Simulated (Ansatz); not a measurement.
## AlRu (Pm-3m): elasticity against pressure

```yaml
crystal:
  lattice:
    - [2.97683, 0.00000, 0.00000]
    - [0.00000, 2.97683, 0.00000]
    - [0.00000, 0.00000, 2.97683]
  atoms:
    - { symbol: Al, position: [0.00000, 0.00000, 0.00000] }
    - { symbol: Ru, position: [0.50000, 0.50000, 0.50000] }
```

This is the zero-pressure cell. At each pressure cell and atoms are relaxed in this structure, and the constants are slopes of the stress at strains of ±0.005 with relaxed ions (the coefficients that govern stability under load). Level: PBEsol, PAW on Ansatz 0.2.0's default frozen-core files (fitted under PBE), scalar-relativistic; k mesh 16×16×16, strains of ±0.005, Fermi-Dirac smearing of 0.080 eV, cutoff 420 eV. P is the pressure of the relaxed cell, less that of this one.

```
P (GPa)    V/V₀  C11 (GPa)  C12 (GPa)  C44 (GPa)
   0.00  1.0000      337.1      159.8      135.8
   1.02       ?          ?          ?          ?
   2.01  0.9910      348.9      167.0      139.8
   3.99  0.9826      360.4      174.0      143.7
   7.02  0.9704      377.9      184.7      149.6
  10.01  0.9591      394.8      195.1      155.2
  15.02  0.9416      422.7      212.2      164.3
```

**Question.** Does the bulk modulus from the constants agree with the pressure-volume curve?

**Answer.** A third-order Birch-Murnaghan fit to the volumes shown (F against f, f = [(V₀/V)^(2/3) − 1]/2) gives B₀ = 218.9 GPa and B′ = 4.4. Its −V dP/dV stands beside (C11 + 2C12)/3:

```csv
P (GPa),from P(V),from the constants
0.00,218.9,218.9
2.01,227.6,227.7
3.99,236.1,236.2
7.02,249.0,249.1
10.01,261.6,261.7
15.02,282.4,282.4
```

**Question.** What are the pressure derivatives at zero pressure?

**Answer.** Slopes at V₀ of quadratic fits in −ln(V/V₀) through the first four rows shown, divided by B₀: dC11/dP = 5.9, dC12/dP = 3.6, dC44/dP = 2.0. The mean slopes up to 4.0 GPa are 5.9, 3.6, 2.0; curvature and scatter of the constants part the two. The combination (dC11/dP + 2 dC12/dP)/3 = 4.4 stands against B′.

**Question.** Fill the row at 1.02 GPa.

**Answer.** Cubic fits in −ln(V/V₀) through all rows shown give C11 = 343.1, C12 = 163.5, C44 = 137.8 GPa. Computed: V/V₀ = 0.9954, C11 (GPa) = 343.1, C12 (GPa) = 163.5, C44 (GPa) = 137.8.

**Question.** Does a shear stiffness soften?

**Answer.** C44 goes from 135.8 to 164.3 GPa; (C11 − C12)/2 goes from 88.6 to 105.2 GPa. Neither ends more than 3 % under its start, and the lattice stays mechanically stable over this range.

Limits of these numbers: no other phase was computed; many crystals of this kind change structure within this range, and rows or crossings beyond such a change describe a metastable lattice; frozen-core PAW files fitted under PBE, their cores solved anew for the functional of the run; responses of metals move with mesh and smearing; phonons weren't checked at these pressures.
